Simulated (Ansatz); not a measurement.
Space group Pm-3m (No. 221). a = 3.529 Å, b = 3.529 Å, c = 3.529 Å, α = 90.00°, β = 90.00°, γ = 90.00°
```tsv
atom	site	symmetry	x	y	z
Al	1a	m-3m	0.0000	0.0000	0.0000
Co	3c	4/mm.m	0.5000	0.5000	0.0000
```

Equation of state of this AlCo₃ structure (not necessarily the ground state), with shape and atoms relaxed at each volume where symmetry leaves them free. It has no gap at any of these volumes. Method: Ansatz 0.2.0, DFT PBEsol, scalar-relativistic, plane waves, PAW.

Cutoff 420 eV; k points 12×12×12 on the computed 4-atom cell (Γ-centred); Gaussian smearing, width 0.10 eV; collinear spin.

| V (Å³/atom) | E − E(largest V) (meV/atom) | P (GPa) |
| --- | --- | --- |
| 10.331 | 0.25 | 8.81 |
| 10.661 | -16.54 | 6.61 |
| 10.990 | -23.38 | 0.00 |
| 11.320 | -17.27 | -5.79 |
| 11.650 | 0.00 | -10.74 |

Q: Fit a third-order Birch–Murnaghan equation to E(V).

A: V0 = 11.00 Å³/atom, B0 = 191 GPa, B0' = -2.7. B0' is unusual or poorly fixed by this range.